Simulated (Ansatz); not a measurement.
Crystals of one structure type (zinc blende) and one family of elements, relaxed and computed with r²SCAN in the plane-wave PAW code Ansatz.

| crystal | V (Å³/atom) | highest Γ mode, no LO–TO term (cm⁻¹) |
|---|---|---|
| BN | 5.87 | 1042 |
| AlN | 10.43 | 664 |
| BP | 11.67 | 819 |
| BAs | 13.67 | 698 |
| GaP | 20.25 | 360 |
| InAs | 28.48 | 210 |
| GaSb | 28.83 | ? |

Problem. Fit a straight line to ln ω against ln V and predict the withheld value.

Solution. Least squares on the 6 shown rows: ln ω = -1.02 × ln V + (8.965), with a scatter of 20.9 %. For GaSb this gives 254. The run itself gave 223, a miss of 13.9 % of that.

All cells were relaxed under the symmetry of their starts (and spin orders); stability against distortions was not tested throughout. Spin–orbit coupling is left out wherever it is not named.

Potentials: the earlier of the program's two PAW sets. The files were generated under PBE; for other functionals the program regenerates the frozen cores, and for LDA and PBEsol the local potential too.
